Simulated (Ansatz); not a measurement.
SnTe:
Space group Fm-3m (No. 225); a = b = c = 6.3742 Å, α = β = γ = 90.00°

```tsv
atom	site	symmetry	x	y	z
Sn	4a	m-3m	0.0000	0.0000	0.0000
Te	4b	m-3m	0.5000	0.5000	0.5000
```
(The calculation used a cell of 2 atoms; values per cell refer to that cell.)

Relaxed with r²SCAN.

Task: Which orbitals make up the states near the band edges in plane-wave PAW r²SCAN (Ansatz code)?

Result: Top 1 eV of the valence band: Te 5p 54 %, Sn 5s 23 %, Sn 5p 18 %. Bottom 1 eV of the conduction band: Sn 5p 79 %, Te 5p 9 %, Te 5s 7 %. Projections are on Löwdin-orthogonalised atomic valence shells; empty p or d shells of many metals are not among them.

Task: Tabulate the density of states.

Result: States/eV per cell of 2 atoms, in 0.25 eV bins, energy from the valence-band maximum.

```tsv
E (eV)	total	Te 5p	Sn 5p	Sn 5s
-7.85	1.75	0.46	0.03	1.19
-7.60	1.34	0.32	0.03	0.91
-7.35	0.97	0.21	0.02	0.64
-7.10	0.78	0.15	0.02	0.51
-6.85	0.40	0.09	0.01	0.24
-6.60	0.22	0.05	0.00	0.13
-6.35	0.16	0.03	0.00	0.09
-6.10	0.12	0.02	0.00	0.07
-5.85	0.08	0.01	0.00	0.05
-5.60	0.17	0.07	0.05	0.04
-5.35	0.42	0.21	0.16	0.03
-5.10	0.63	0.34	0.26	0.02
-4.85	0.67	0.37	0.27	0.02
-4.60	0.90	0.51	0.35	0.02
-4.35	1.06	0.62	0.39	0.03
-4.10	1.33	0.80	0.47	0.04
-3.85	1.70	1.06	0.57	0.04
-3.60	1.67	1.06	0.53	0.04
-3.35	1.69	1.10	0.50	0.05
-3.10	1.69	1.13	0.47	0.06
-2.85	1.67	1.15	0.42	0.07
-2.60	1.74	1.24	0.39	0.08
-2.35	1.82	1.35	0.34	0.09
-2.10	1.36	1.01	0.22	0.10
-1.85	0.75	0.42	0.18	0.12
-1.60	0.93	0.53	0.20	0.17
-1.35	1.41	0.86	0.24	0.27
-1.10	1.35	0.80	0.23	0.28
-0.85	0.82	0.44	0.15	0.19
-0.60	0.30	0.16	0.05	0.07
-0.35	0.03	0.01	0.01	0.01
-0.10	0.00	0.00	0.00	0.00
0.15	0.00	0.00	0.00	0.00
0.40	0.19	0.01	0.14	0.00
0.65	1.41	0.10	1.14	0.01
0.90	1.96	0.18	1.56	0.02
1.15	1.54	0.20	1.16	0.02
1.40	1.30	0.23	0.92	0.03
1.65	1.21	0.25	0.81	0.03
1.90	1.15	0.27	0.74	0.03
2.15	1.14	0.29	0.71	0.03
2.40	1.16	0.30	0.69	0.03
2.65	1.41	0.33	0.70	0.03
2.90	1.70	0.38	0.76	0.03
3.15	1.67	0.46	0.90	0.03
3.40	1.70	0.45	0.85	0.02
3.65	1.49	0.38	0.65	0.02
3.90	1.26	0.33	0.54	0.01
4.15	1.40	0.36	0.60	0.01
4.40	1.51	0.36	0.60	0.01
4.65	1.65	0.34	0.56	0.01
4.90	1.58	0.27	0.45	0.00
```

The r²SCAN relaxation kept the symmetry of its start. The volume moved by -29 % from the start of the relaxation. Scalar-relativistic: spin–orbit coupling is off unless named, which matters more the heavier the elements.

Potentials: the later of the program's two PAW sets.
